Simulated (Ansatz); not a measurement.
Values for one crystal, relaxed and computed with the program Ansatz at the PBE level (PAW); other levels are named.

| Item | Value |
|---|---|
| Volume per atom | 21.97 Å³ |
| Band gap | 0.38 eV (indirect) |
| Valence-band maximum | at Γ |
| Bulk modulus (Birch–Murnaghan fit) | 73.6 GPa |
| Smallest direct gap on the standard path | 0.83 eV |
| Pressure derivative B′ | 4.6 |
| Hole effective mass with spin–orbit coupling | 0.097, 0.097, 0.60 mₑ (principal values) |

Q: Which compound is it?
A) GaP, zinc blende
B) MgTe, zinc blende
C) SiGe, R-3m (Si on 6c, Ge on 6c)
D) SiN2, Pa-3 (Si on 4a, N on 8c)

A: C, SiGe, R-3m (Si on 6c, Ge on 6c)

The start of the workflow was typed in or built on a structure type; neither database checked (COD, Materials Project) lists it. Whether it is the stable phase at ambient conditions was not checked. The PBE relaxation kept the symmetry of its start; its stability against distortions is not shown here. Spin–orbit coupling is left out wherever it is not named.

Potentials: the earlier of the program's two PAW sets.
